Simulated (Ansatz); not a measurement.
# Zr$_{2}$Ga: enthalpy under pressure, worked through

Level of theory: DFT r2SCAN, scalar-relativistic, plane waves, PAW (Ansatz). (500 eV cutoff, 8×8×8 k-mesh, Gaussian smearing of 0.10 eV, no spin polarisation)

Starting point, cell and atoms relaxed:

```
Zr Ga
1.0
    -3.35212    3.35212    2.71624
     3.35212   -3.35212    2.71624
     3.35212    3.35212   -2.71624
Zr Ga
4 2
Cartesian
  4.3830 1.0309 0.0000
  2.3212 1.0309 2.7162
  -1.0309 2.3212 2.7162
  1.0309 2.3212 0.0000
  0.0000 0.0000 4.0744
  0.0000 0.0000 1.3581
```

Cell and atoms were relaxed at each target pressure within the start's symmetry (I4/mcm), at zero temperature; other phases can be more stable under pressure. H = E + PV with P the target; E is the free energy at the smearing used, whose derivative the pressure is, per atom and counted from zero pressure. The mesh named is that at zero pressure; some other pressures ran on another.

| P (GPa) | V (Å³/atom) | E − E0 (meV) | H − H0 (meV) |
| --- | --- | --- | --- |
| 0 | 20.348 | 0.0 | 0.0 |
| 1 | 20.172 | 0.5 | 126.5 |
| 4 | 19.682 | 8.1 | 499.4 |
| 12 | 18.585 | 61.6 | 1453.5 |
| 25 | 17.249 | 213.8 | 2905.3 |
| 50 | 15.482 | 617.2 | 5448.9 |
| 90 | 13.661 | 1395.5 | 9069.5 |

Task: Thermodynamics gives dH/dP = V along a relaxed path. Integrate V over P by the trapezoid rule and compare with the computed enthalpies.

Result: With 1 eV/Å³ = 160.22 GPa, each step adds the mean volume times ΔP / 160.22:
```
P (GPa)  ∫V dP (meV) H − H0 (meV) difference (meV)
      1        126.5         126.5               0.0
      4        499.6         499.4               0.1
     12       1454.9        1453.5               1.4
     25       2908.7        2905.3               3.4
     50       5462.4        5448.9              13.5
     90       9100.4        9069.5              30.9
```

V(P) curves upward, so the trapezoid rule runs high; integrating a smooth curve through the same points (P as a polynomial of degree 4 in ln V) puts that excess at about 30.9 meV at 90 GPa, against the 30.9 meV found.

Task: At 90 GPa, how much of the enthalpy change is stored energy and how much is the PV term?

Result: E rises by 1395 meV/atom and PV is 90 × 13.661 / 160.22 = 7674 meV/atom, so PV makes 85 % of ΔH. So between rival structures at high pressure a small difference in volume can outweigh the difference in energy: 1 % of this volume is worth 76.7 meV/atom at this pressure.

Task: What bulk modulus do the lowest pressures give?

Result: From the pressures that the runs reached, -1.00 GPa (20.536 Å³) and 1.00 GPa (20.172 Å³), B = −ΔP/Δln V = 2.00 / 0.0179 = 112 GPa, a mean over that range.